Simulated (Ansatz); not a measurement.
Values for one crystal, relaxed and computed with plane-wave PAW r²SCAN (Ansatz code); other levels are named.

- Volume per atom = 21.12 Å³
- Band gap = 2.04 eV (direct)
- Hill bulk and shear moduli = 71.2 and 32.7 GPa
- Elastic constants (relaxed ions, GPa) = C11 = 123, C12 = 49.0, C13 = 41.1, C14 = -11.9, C33 = 133, C44 = 28.3
- HSE06 gap on the r²SCAN cell = 2.62 eV
- Conduction-band minimum = at Γ
- Formation energy from the elements (no fitted shifts) = -0.90 eV/atom

Q: Which of these materials gives this?
(A) ZnInGaO4, R3m (Pearson symbol hR7)
(B) CaZn2Sb2, P-3m1 (Zn on 2d, Ca on 1a, Sb on 2d)
(C) Zn2SeS, R3m (Zn on 3a, Zn on 3a, Se on 3a, S on 3a)
(D) ZnS, 6H polytype

A: C, Zn2SeS, R3m (Zn on 3a, Zn on 3a, Se on 3a, S on 3a)

The workflow started from a Materials Project entry (that database holds measured and hypothetical structures alike); the Crystallography Open Database copy checked does not list it. Its standing as an ambient phase is unchecked. The cell was relaxed with r²SCAN under the symmetry of its start; whether a distortion lowers the energy is not shown. The references are the lowest solids computed at this level, not always the standard phases. Scalar-relativistic: spin–orbit coupling is off unless named, which matters more the heavier the elements.

Potentials: the later of the program's two PAW sets.
